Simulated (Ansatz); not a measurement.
An ordered 8-atom cell of Ga₃BAs₄ on the zincblende lattice (Cm) at its r2SCAN geometry, run in Ansatz at 4 levels of theory. Note: simulated data, non-magnetic, for a generated structure that need not be the stable one.

The PBE+SOC input:
```yaml
crystal:
  lattice:
    - [6.3831190878, -1.9226662545, 0.021385885]
    - [6.3831190878, 1.9226662545, 0.021385885]
    - [-1.1385800566, 0.0, 6.605987352]
  atoms:
    - { symbol: B, position: [-0.0011779064, -0.0011779064, -0.0050767157] }
    - { symbol: Ga, position: [0.4992943101, 0.4992943101, 0.5012344744] }
    - { symbol: Ga, position: [0.2537843049, 0.2537843049, 0.7621614972] }
    - { symbol: Ga, position: [0.7465296413, 0.7465296413, 0.2374488141] }
    - { symbol: As, position: [0.5524874275, 0.5524874275, 0.1560977586] }
    - { symbol: As, position: [0.059642845, 0.059642845, 0.7187820155] }
    - { symbol: As, position: [0.8331380648, 0.8331380648, 0.9434072909] }
    - { symbol: As, position: [0.3063013127, 0.3063013127, 0.435944865] }
kpoints:
  mp_grid: { grid: [8, 8, 4] }
  band_path:
    path:
      - [0.0, 0.0, 0.0]
      - [-0.2733288834, 0.2733288834, 0.0]
      - [0.2733288834, 0.7266711166, 0.0]
      - [0.5, 0.5, 0.0]
      - [0.5, 0.5, -0.5]
      - [0.2659293173, 0.7340706827, -0.5]
      - [-0.2659293173, 0.2659293173, -0.5]
      - [0.0, 0.0, -0.5]
      - [0.0, 0.5, -0.5]
    npoints: 1
hamiltonian:
  xc: pbe
scf:
  occupations: { method: fermi_dirac, width: 0.02 }
  n_extra_bands: 12
magnetization:
  noncollinear: true
  spin_orbit: true
output:
  forces: true
  stress: true
  eigenvalues: true
```

Main results, then, where recorded, the levels near the gap in eV from the Fermi energy (columns number the bands from 0), one row a point of the path (Γ, C, C₂, Y₂, M₂, D, D₂, A, L₂):
```
Crystal: 8 atoms, lattice volume = 162.239 Å³
Symmetry: 2 space group operations + 2 with time reversal
Magnetic group: BNS 8.33 (UNI 40)
```
```
Basis set: ecut = 420 eV, 3151 PW (Γ)
Bands: 114, of which v1, the nominal top of the filled ones, is band 102 counted from 1 (101 counted from 0)
k-points: 78 of 256 (time reversal used)
Free energy (F): -30931.486161 eV
Fermi energy:    9.217718 eV
--- Forces (eV/Å), atoms counted from 1 ---
  atom   1  B       0.03550      0.00000      0.04181
  atom   2  Ga      0.04912      0.00000    -0.03454
  atom   3  Ga    -0.05108      0.00000      0.01264
  atom   4  Ga    -0.03356      0.00000    -0.03672
  atom   5  As    -0.10477      0.00000    -0.16709
  atom   6  As    -0.07784      0.00000      0.14634
  atom   7  As      0.18803      0.00000      0.03042
  atom   8  As    -0.00539      0.00000      0.00716
--- Stress (GPa, compression-positive) ---
        2.721032       0.000000       0.052041
        0.000000       2.482888       0.000000
        0.052041       0.000000       2.724997
  P = ⅓ Tr σ = 2.6430 GPa (26.430 kbar)
```

With PBE+SOC the gap is 0.33 eV and direct, at Γ.

**Question.** Another run on the same cell gave
```
Basis set: ecut = 500 eV, 4097 PW (Γ)
Bands: 57, of which v1, the nominal top of the filled ones, is band 51 counted from 1 (50 counted from 0)
k-points: 78 of 256 (time reversal used)
Free energy (F): -30987.702424 eV
Fermi energy:    8.783148 eV
--- Forces (eV/Å), atoms counted from 1 ---
  atom   1  B     -0.00103      0.00000    -0.00741
  atom   2  Ga      0.00040      0.00000    -0.00313
  atom   3  Ga    -0.00114      0.00000    -0.00146
  atom   4  Ga    -0.00074      0.00000      0.00023
  atom   5  As      0.00184      0.00000      0.00523
  atom   6  As    -0.00129      0.00000      0.00456
  atom   7  As      0.00134      0.00000      0.00090
  atom   8  As      0.00062      0.00000      0.00107
--- Stress (GPa, compression-positive) ---
        0.019426       0.000000       0.018292
        0.000000      -0.076464       0.000000
        0.018292       0.000000       0.051767
  P = ⅓ Tr σ = -0.0018 GPa (-0.018 kbar)
```
```tsv
band_48	band_49	band_50	band_51	band_52	band_53
-0.363	-0.187	0.000	0.674	1.667	1.950
-2.752	-2.381	-1.754	2.101	2.400	2.825
-2.752	-2.381	-1.754	2.101	2.400	2.825
-0.822	-0.820	-0.633	0.763	1.479	1.601
-2.042	-1.034	-0.663	1.232	2.336	2.778
-2.656	-1.895	-1.717	1.329	1.660	2.202
-2.656	-1.895	-1.717	1.329	1.660	2.202
-1.457	-1.417	-1.074	1.506	3.011	3.025
-2.274	-1.557	-1.441	1.067	1.483	1.521
```
Which level of theory gave it?

**Answer.** It is r2SCAN, on 8×8×4; the blocks that differ from the first input, but for the band path:
```yaml
hamiltonian:
  xc: r2scan
scf:
  occupations: { method: fixed }
  n_extra_bands: 6
```
(magnetization left out)
r2SCAN gives a direct gap of 0.67 eV at Γ. The mean stress is close to zero (0.00 GPa).

**Question.** In the first input these blocks are replaced (the band path and keys that only write files left aside):
```yaml
kpoints:
  mp_grid: { grid: [4, 4, 2] }
hamiltonian:
  xc: hse06
scf:
  occupations: { method: fixed }
  n_extra_bands: 6
```
(magnetization left out)
What comes out?

**Answer.**
```
Basis set: ecut = 420 eV, 3151 PW (Γ)
Bands: 57, of which v1, the nominal top of the filled ones, is band 51 counted from 1 (50 counted from 0)
k-points: 14 of 32 (time reversal used)
Exchange kernel: α = 0.2500, screened, ω = 0.2079 Å⁻¹, Wigner–Seitz truncation, v(0) = 1028.4681 eV·Å³, q-mesh 4×4×2
hybrid outer 1: dexx = +4.114e-2 eV, tail = 2.63e-4 eV
hybrid outer 2: dexx = +5.265e-6 eV, tail = 1.38e-7 eV, Δε = 3.13e-3 eV, ΔF = 1.00e-2 eV/Å
hybrid outer 3: dexx = +2.821e-9 eV, tail = 2.73e-9 eV, Δε = 1.01e-4 eV, ΔF = 1.03e-4 eV/Å
Free energy (F): -30937.180595 eV
Fermi energy:    8.602843 eV
--- Forces (eV/Å), atoms counted from 1 ---
  atom   1  B       0.01311      0.00000      0.01208
  atom   2  Ga      0.00372      0.00000    -0.03745
  atom   3  Ga    -0.01891      0.00000    -0.00950
  atom   4  Ga    -0.01846      0.00000    -0.04274
  atom   5  As    -0.07740      0.00000    -0.10702
  atom   6  As    -0.06410      0.00000      0.12130
  atom   7  As      0.15057      0.00000      0.04502
  atom   8  As      0.01148      0.00000      0.01830
--- Stress (GPa, compression-positive) ---
        0.138302       0.000000       0.080955
        0.000000       0.815464       0.000000
        0.080955       0.000000      -0.166598
  P = ⅓ Tr σ = 0.2624 GPa (2.624 kbar)
```
```tsv
band_48	band_49	band_50	band_51	band_52	band_53
-0.360	-0.169	0.000	1.129	2.116	2.382
-2.860	-2.462	-1.801	2.480	2.803	3.261
-2.860	-2.462	-1.801	2.480	2.803	3.261
-0.850	-0.815	-0.650	1.211	1.864	1.979
-2.139	-1.077	-0.686	1.698	2.734	3.222
-2.738	-1.959	-1.766	1.725	2.011	2.569
-2.738	-1.959	-1.766	1.725	2.011	2.569
-1.484	-1.475	-1.104	1.981	3.399	3.471
-2.359	-1.596	-1.480	1.471	1.816	1.907
```
The HSE06 gap is direct at Γ: 1.13 eV. The mean pressure at these positions is +0.3 GPa, compression counted positive. The stress of a hybrid is loosely converged here.

PBE0. Against the first input these blocks differ (the band path and keys that only write files left aside):
```yaml
kpoints:
  mp_grid: { grid: [4, 4, 2] }
hamiltonian:
  xc: pbe0
scf:
  occupations: { method: fixed }
  n_extra_bands: 6
```
(magnetization left out)

```
Basis set: ecut = 420 eV, 3151 PW (Γ)
Bands: 57, of which v1, the nominal top of the filled ones, is band 51 counted from 1 (50 counted from 0)
k-points: 14 of 32 (time reversal used)
hybrid outer 1: dexx = +5.806e-2 eV, tail = 3.17e-4 eV
hybrid outer 2: dexx = +8.754e-6 eV, tail = 1.92e-7 eV, Δε = 3.31e-3 eV, ΔF = 1.35e-2 eV/Å
hybrid outer 3: dexx = +6.834e-9 eV, tail = 1.60e-9 eV, Δε = 8.38e-5 eV, ΔF = 1.23e-4 eV/Å
Free energy (F): -30937.194718 eV
Fermi energy:    8.269112 eV
--- Forces (eV/Å), atoms counted from 1 ---
  atom   1  B       0.01528      0.00000      0.01628
  atom   2  Ga    -0.00001      0.00000    -0.03517
  atom   3  Ga    -0.01496      0.00000    -0.00997
  atom   4  Ga    -0.01421      0.00000    -0.04011
  atom   5  As    -0.07095      0.00000    -0.09504
  atom   6  As    -0.05624      0.00000      0.10419
  atom   7  As      0.12942      0.00000      0.04096
  atom   8  As      0.01167      0.00000      0.01887
--- Stress (GPa, compression-positive) ---
       -0.046965       0.000000       0.074466
        0.000000       0.583754       0.000000
        0.074466       0.000000      -0.351725
  P = ⅓ Tr σ = 0.0617 GPa (0.617 kbar)
```
```tsv
band_48	band_49	band_50	band_51	band_52	band_53
-0.346	-0.163	0.000	1.785	2.760	3.056
-2.898	-2.492	-1.818	3.145	3.471	3.933
-2.898	-2.492	-1.818	3.145	3.471	3.933
-0.869	-0.825	-0.665	1.874	2.520	2.635
-2.181	-1.095	-0.701	2.372	3.402	3.896
-2.778	-1.986	-1.792	2.390	2.674	3.237
-2.778	-1.986	-1.792	2.390	2.674	3.237
-1.513	-1.487	-1.128	2.661	4.072	4.146
-2.396	-1.607	-1.497	2.122	2.474	2.564
```

With PBE0 the gap is 1.79 eV and direct, at Γ. The mean stress is close to zero (0.1 GPa). The stress of a hybrid is loosely converged here.

The hybrids run on coarser meshes, which limits their stresses and small splittings of levels.

Totals of different functionals, or with and without spin-orbit coupling, can't be compared.

Only the levels marked +SOC include spin-orbit coupling.
